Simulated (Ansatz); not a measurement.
The elements of this relaxed trial crystal are hidden behind letters.

```
lattice vectors (Å)
   8.2892    0.0000    0.0000
  -4.1446    7.1787    0.0000
   0.0000    0.0000    3.8733
fractional positions
X 0.6667 0.3333 0.2500
X 0.3333 0.6667 0.7500
Z 0.3787 0.1894 0.7500
Z 0.8106 0.1894 0.7500
Z 0.8106 0.6213 0.7500
Z 0.6213 0.8106 0.2500
Z 0.1894 0.8106 0.2500
Z 0.1894 0.3787 0.2500
```

Method: DFT PBE, scalar-relativistic, plane waves, PAW in Ansatz 0.2.0. Plane waves to 420 eV, a 6×6×10 mesh through Γ for the 8-atom cell and 0.10 eV Gaussian smearing; no spin polarisation.

- Space group: P6_3/mmc (No. 194)
- Conventional cell: a = 8.289 Å, c = 3.873 Å
- Volume per atom: 28.81 Å³
- Density: 5.92 g/cm³
- Formation energy: +0.26 eV/atom
- Gap on the 6×6×10 mesh of the 8-atom cell: 0 eV (a metal)

Energies are uncorrected and count from the elements' standard states at the same level.

Question: X is a p-block element of period 3 and Z is a p-block element of period 5. Which elements are they?

Answer: X = Si, Z = Te, so the formula is SiTe3. Density times volume gives a mean mass of 5.92 × 28.81/1.6605 = 102.7 u per atom, and this set has 102.7 u. Among the elements that the hints allow, noble gases aside, only these give it. Around Si lie 6 Te at 2.83 Å; around Te lie 2 Si at 2.83 Å.

These runs have no spin–orbit coupling, which can matter for Te. A structure relaxed within its symmetry needn't be a true minimum. Another cell of SiTe3 relaxed alike, in Im-3m, lies 45 meV/atom lower, so this cell isn't the stable form at this level.
